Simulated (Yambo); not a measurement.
Yambo run on RbBr (rock salt, space group Fm-3m, No. 225). The wavefunctions are PBEsol (pw.x of Quantum ESPRESSO, ONCV potentials, with spin-orbit coupling) ones on a 4×4×4 mesh (16 occupied bands); a = b = c = 4.839 Å, α = β = γ = 60.00°.

Yambo input:

```
rim_cut
HF_and_locXC
RandQpts= 1000000
RandGvec= 1 Ry
EXXRLvcs= 46 Ry
VXCRLvcs= 184 Ry
% QPkrange
 1 | 1 | 14 | 18 |
 3 | 3 | 16 | 17 |
 7 | 7 | 16 | 17 |
 8 | 8 | 16 | 17 |
%
```

k points by index: 1 = Γ, 3 = L, 7 = X, 8 = W.

Resulting energies as the program prints them:

```
#    K-point    Band    Eo [eV]    Ehf [eV]    Vxc [eV]    Vnlxc [eV]
#
    1    14    -0.22057E-10    -3.834569    -12.51154    -16.34611
    1    15    -0.63609E-11    -3.834572    -12.51154    -16.34611
    1    16    0.000000    -3.834570    -12.51154    -16.34611
    1    17    4.060597    7.679287    -6.592363    -2.973673
    1    18    4.060597    7.679287    -6.592363    -2.973673
    3    16    -0.385912    -4.310331    -12.02241    -15.94683
    3    17    6.518202    10.22288    -6.573300    -2.868622
    7    16    -0.162677    -4.063687    -12.37133    -16.27234
    7    17    5.332539    9.042834    -6.484946    -2.774651
    8    16    -0.402450    -4.356860    -12.01763    -15.97204
    8    17    6.799179    10.75961    -7.112836    -3.152405
```
Exchange alone, without screening.

Geometry relaxed with PBEsol.
